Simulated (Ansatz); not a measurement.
Here is the system:

WC:
```xyz
2
Lattice="2.8986 0.0000 0.0000 -1.4493 2.5103 0.0000 0.0000 0.0000 2.8275" Properties=species:S:1:pos:R:3 pbc="T T T"
W      0.0000     0.0000     0.0000
C      1.4493     0.8368     1.4137
```

This is the PBEsol-relaxed structure. Cartesian axes are those of the cell as given.

### Question
All from PBEsol in the plane-wave PAW code Ansatz, unless another level is named. Predict the Poisson's ratio.

### Answer
0.21.

### Question
Next, the highest zone-centre frequency?

### Answer
621 cm⁻¹.

### Question
Next, the elastic constants (relaxed ions, GPa)?

### Answer
C11 = 737, C12 = 245, C13 = 187, C33 = 989, C44 = 321.

Space group P-6m2. The PBEsol relaxation kept the symmetry of its start. No spin polarisation was allowed. As this level gives no gap, shear constants depend on the k-mesh and smearing (Fermi–Dirac, 0.1 eV here). As this level gives no gap, phonon frequencies hold no LO–TO term and depend on the k-mesh and smearing (Fermi–Dirac, 0.1 eV here). Spin–orbit coupling is left out wherever it is not named.

Potentials: the earlier of the program's two PAW sets. The files were generated under PBE; for other functionals the program regenerates the frozen cores, and for LDA and PBEsol the local potential too.
